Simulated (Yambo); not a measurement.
Yambo run on Na₃MoO₃F₃ (space group R3, No. 146). The wavefunctions are PBEsol (Quantum ESPRESSO, PseudoDojo norm-conserving, 88 Ry, no spin-orbit coupling) ones on a 2×2×2 mesh (40 occupied bands); a = b = c = 5.8061 Å, α = β = γ = 57.29°.

Yambo input:

```
rim_cut
gw0
dyson
el_el_corr
HF_and_locXC
ppa
em1d
RandQpts= 1000000
RandGvec= 1 Ry
EXXRLvcs= 88 Ry
VXCRLvcs= 352 Ry
Chimod= "HARTREE"
% BndsRnXp
 5 | 203 |
%
NGsBlkXp= 2 Ry
% LongDrXp
 1.0 | 1.0 | 1.0 |
%
PPAPntXp= 27.2114 eV
% GbndRnge
 1 | 203 |
%
GTermKind= "BG"
DysSolver= "n"
ExtendOut
% QPkrange
 2 | 2 | 40 | 40 |
 4 | 4 | 40 | 41 |
%
```

k points by index: 2 = L, 4 = Z.

Table of the .qp output:

```
#    K-point    Band    Eo [eV]    E [eV]    E-Eo [eV]    Vxc [eV]    Vnlxc [eV]    Sc|Eo [eV]    Sc|E [eV]    dSc/dw|Eo [eV]    Re(Z)    Im(Z)
#
    2    40    0.000000    -1.325356    -1.325356    -19.39828    -24.70759    3.678199    3.983956    -6.276955    0.812561    -0.001320
    4    40    -0.163698    -1.515571    -1.351873    -19.28752    -24.53760    3.588111    3.898209    -6.241232    0.813429    -0.001319
    4    41    4.085464    6.178884    2.093420    -18.06773    -12.52945    -3.060968    -3.444858    -4.989812    0.845042    -0.932823E-3
```
(The two width columns are left out.) Convergence of these settings isn't established.

Geometry of the Materials Project entry, not relaxed at this level.
